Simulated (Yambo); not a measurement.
Yambo run on a free-standing MgI₂ monolayer (symmetry P-3m1, slab cell 16.3 Å high). The wavefunctions are PBEsol (Quantum ESPRESSO, PseudoDojo norm-conserving, 84 Ry, with spin-orbit coupling) ones on a 6×6×1 mesh (24 occupied bands); a = b = 4.1302 Å, c = 16.3000 Å, α = β = 90.00°, γ = 120.00°.

Yambo input:

```
rim_cut
gw0
dyson
el_el_corr
HF_and_locXC
ppa
em1d
rim_w
RandQpts= 1000000
RandGvec= 2 Ry
CUTGeo= "slab z"
EXXRLvcs= 84 Ry
VXCRLvcs= 336 Ry
Chimod= "HARTREE"
% BndsRnXp
 9 | 232 |
%
NGsBlkXp= 6 Ry
% LongDrXp
 1.0 | 1.0 | 0.0 |
%
RandGvecW= 820 mRy
PPAPntXp= 27.2114 eV
% GbndRnge
 1 | 86 |
%
GTermKind= "none"
DysSolver= "n"
ExtendOut
% QPkrange
 1 | 1 | 24 | 25 |
 4 | 4 | 25 | 25 |
%
```

k points by index: 1 = Γ, 4 = M.

The o-*.qp file then holds:

```
#    K-point    Band    Eo [eV]    E [eV]    E-Eo [eV]    Vxc [eV]    Vnlxc [eV]    Sc|Eo [eV]    Sc|E [eV]    dSc/dw|Eo [eV]    Re(Z)    Im(Z)
#
    1    24    0.000000    -0.577600    -0.577600    -11.50858    -14.07993    1.863581    1.993745    -6.130472    0.816128    -0.001915
    1    25    3.742482    5.274823    1.532342    -8.514158    -4.592006    -2.102771    -2.389810    -5.096613    0.842245    -0.001784
    4    25    3.258094    4.801473    1.543379    -9.050588    -5.119531    -2.075477    -2.387678    -5.503746    0.831764    -0.001837
```
(The two width columns are left out.) Convergence of these settings isn't established.

Geometry relaxed with PBEsol.

This is a model layer cut from the bulk structure; whether it is stable on its own was not checked.
